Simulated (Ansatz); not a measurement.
## Slab of diamond Ge (110), 3 layers

The slab is cut from the diamond crystal, the stable phase, as relaxed on PAW files (22.21 Å³/atom), with 16 Å of vacuum and a dipole correction:

```
Ge
1.0
     3.97514    0.00000    0.00000
     0.00000    5.62170    0.00000
     0.00000    0.00000   19.97510
Ge
6
Direct
  0.75000 0.12500 0.40050
  0.25000 0.87500 0.40050
  0.25000 0.62500 0.50000
  0.75000 0.37500 0.50000
  0.75000 0.12500 0.59950
  0.25000 0.87500 0.59950
```

Level of theory: DFT with LDA, scalar-relativistic, in Ansatz 0.2.0; a Γ-centred 8×6×1 k mesh, Fermi–Dirac smearing of 0.02 eV, no spin polarisation. LAPW: all electrons, basis error target 1 meV/atom; PAW: frozen-core files, cutoff 420 eV.

The bulk energy comes from a cell in the slab's orientation on a 8×6×8 mesh. The surface energy is (E(slab) − N·E(bulk))/2A at zero smearing, the mean of both faces; thin slabs carry quantum-size effects.

The PAW files were made under PBE. Real surfaces of this kind reconstruct, which a 1×1 cell forbids.

Task: As cut, the LAPW slab lies 3.639 eV above 6 atoms of bulk. What surface energy is that?

Result: Over two faces of 22.35 Å² it is 81.4 meV/Å², and times 16.02 J/m² per eV/Å² that gives γ = 1.305 J/m².

Task: What do relaxation and the other method give, and what work function comes out?

Result: 

| method | γ as cut (J/m²) | γ relaxed (J/m²) | Φ as cut (eV) | Φ relaxed (eV) |
| --- | --- | --- | --- | --- |
| LAPW | 1.305 | – | 4.77 | – |
| PAW | 1.305 | 1.292 | 4.77 | 4.79 |

Task: A 2p core hole is made on one atom of each kind in every 1×1 cell (PAW hole dataset, neutral cell, valence without spin). What does it cost by layer?

Result: layer 1 1221.33 eV, layer 2 1221.78 eV. Shifts between layers mean more than the absolute values, and a whole layer of holes screens otherwise than one hole.
